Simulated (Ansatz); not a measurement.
Polymorphs of W, each relaxed with PBEsol in the plane-wave PAW code Ansatz:

A: diamond (Fd-3m)
a = b = c = 5.7564 Å, α = β = γ = 90.00°

```
atom  site  symmetry       x       y       z
----  ----  --------  ------  ------  ------
W       8b      -43m  0.5000  0.5000  0.5000
```

B: Fd-3m
a = 7.317 Å, b = 7.317 Å, c = 7.317 Å, α = 90.00°, β = 90.00°, γ = 90.00°

```tsv
atom	site	symmetry	x	y	z
W	8a	-43m	0.0000	0.0000	0.0000
W	16d	.-3m	0.6250	0.6250	0.6250
```

C: A15 (β-W type) (Pm-3n)
a = b = c = 5.0320 Å, α = β = γ = 90.00°

| atom | site | symmetry | x | y | z |
|---|---|---|---|---|---|
| W | 2a | m-3. | 0.0000 | 0.0000 | 0.0000 |
| W | 6c | -4m.2 | 0.0000 | 0.5000 | 0.2500 |

Q: Put the candidates in order of energy per atom at 0 K, lowest first, for PBEsol.

A: C (+0 meV/atom), B (+375 meV/atom), A (+2732 meV/atom)

Typed or built starts, not in the databases checked: A; B. Not the usual ambient phase: A; B; C. Unstable at this level: A. All cells were relaxed under the symmetry of their starts (and spin orders); stability against distortions was not tested throughout. Rows with no word on spin ran without spin polarisation. Scalar-relativistic: spin–orbit coupling is off unless named, which matters more the heavier the elements.

Energies hold the estimated change up to a 700 eV cutoff; steps of a few meV lie near the error of the meshes.

Potentials: the later of the program's two PAW sets.
